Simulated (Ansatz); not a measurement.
Start of a relaxation of Na3OsRu:

```
CELL_PARAMETERS angstrom
5.15272 0.00000 0.00000
-2.57636 4.46238 0.00000
0.00000 0.00000 4.17108
ATOMIC_POSITIONS crystal
Na 0.50000 0.00000 0.50000
Na 0.00000 0.50000 0.50000
Na 0.50000 0.50000 0.50000
Ru 0.00000 0.00000 0.00000
Os 0.00000 0.00000 0.50000
```

Theory: DFT PBE, scalar-relativistic, plane waves, PAW (Ansatz 0.2.0). Cutoff 420 eV, Gaussian smearing, Γ-centred meshes. Cell and atoms relax first on a coarse mesh and then on a finer one. In between, the cell is made exact in the group found at 0.06 Å. In metals the finer mesh still leaves noise of several meV/atom or more. The steps can't lower the symmetry of their start. Collinear spin is switched on along the way, since trial moments persisted in a coarse test.

A guess keeps its type if space group and coordination stay and the shape of the cell changes little (axis ratios within about 15 %, angles within 6°); the volume may change.

**Question.** Does it keep its structure type, or change into something else?

**Answer.** It keeps its type. The symmetry stays P6/mmm (No. 191). The volume per atom grows by 55.2 %, from 19.2 to 29.8 Å³. The shortest distance goes from 2.09 Å (Os–Ru) to 2.25 Å (Os–Ru). The ratio c/a of the conventional cell changes by a factor of 0.90. Counting neighbours within 15 % of an atom's shortest distance, the start has Na 6, Os 2, Ru 2 and the end Na 6, Os 2, Ru 2.

The last run used collinear spin, a 6×6×8 mesh (in the run's order of axes) for its 5-atom cell and Gaussian smearing of 0.10 eV. Spin–orbit coupling, which can matter for Os, is left out. The magnetic state reached may not be the lowest. A structure relaxed within its symmetry needn't be a true minimum.
